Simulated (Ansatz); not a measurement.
Data:

NbB$_{2}$:
Space group I4/mmm (No. 139); a = 3.264 Å, b = 3.264 Å, c = 6.139 Å, α = 90.00°, β = 90.00°, γ = 90.00°

```json
[
 {"atom": "Nb", "site": "2a", "symmetry": "4/mmm", "x": "0.0000", "y": "0.0000", "z": "0.0000"},
 {"atom": "B", "site": "4e", "symmetry": "4mm", "x": "0.0000", "y": "0.0000", "z": "0.3702"}
]
```
(The calculation used a cell of 3 atoms; values per cell refer to that cell.)

This is the PBE-relaxed structure.

Problem. All from the program Ansatz at the PBE level (PAW), unless another level is named. Predict the electronic character.

Solution. metallic (no gap).

Problem. Predict the density of states at the Fermi level.

Solution. 0.39 states/eV per atom (mean over ±0.08 eV).

Problem. And the formation energy from the elements (no fitted shifts)?

Solution. 19 kJ/mol of atoms.

A made-up cell: these elements were put on the sites of a structure type; neither database checked (COD, Materials Project) lists it. COD files the formula under space group No. 191, so this cell is another polymorph or a model. Its standing as an ambient phase is unchecked. The PBE relaxation kept the symmetry of its start; its stability against distortions is not shown here. No spin polarisation was allowed. The references are the lowest solids computed at this level, not always the standard phases. Spin–orbit coupling is left out wherever it is not named.

Potentials: the earlier of the program's two PAW sets.
